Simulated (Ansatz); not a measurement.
ZrIr:
```
CELL_PARAMETERS angstrom
      0.00000     2.71383     2.71383
      2.71383     0.00000     2.71383
      2.71383     2.71383     0.00000
ATOMIC_POSITIONS crystal
  Ir 0.00000 0.00000 0.00000
  Zr 0.50000 0.50000 0.50000
```

Relaxed with PBE. Special points in fractions of this cell's reciprocal vectors: Γ (0.000, 0.000, 0.000); X (0.500, 0.000, 0.500); U (0.625, 0.250, 0.625); K (0.375, 0.375, 0.750); L (0.500, 0.500, 0.500); W (0.500, 0.250, 0.750).

Question: List the band energies nearest the Fermi level at these points for the program Ansatz at the PBE level (PAW).

Answer: In eV from the Fermi level; about four levels below and three above (degenerate sets whole), none deeper than 8.9 eV; points with the same levels are listed once.

```
k                          below                above
-  -----------------------------  -------------------
Γ  -4.03 -4.03 -3.60 -3.60 -3.60       3.88 3.88 3.88
X         -2.80 -1.08 -1.08 0.00       3.17 3.17 3.80
U        -3.04 -2.67 -2.34 -1.39       0.90 1.83 2.26
L  -2.19 -2.19 -1.36 -1.36 -0.40  0.03 0.03 2.53 2.53
W        -3.44 -3.21 -1.77 -1.07       0.54 1.78 1.78
```

Space group Fm-3m (rock salt). The start of the workflow was typed in or built on a structure type; neither database checked (COD, Materials Project) lists it. COD files the formula under space group No. 221, so this cell is another polymorph or a model. Its standing as an ambient phase is unchecked. The cell was relaxed with PBE under the symmetry of its start; whether a distortion lowers the energy is not shown. The run is not spin-polarised. Spin–orbit coupling is left out wherever it is not named.

Potentials: the earlier of the program's two PAW sets.
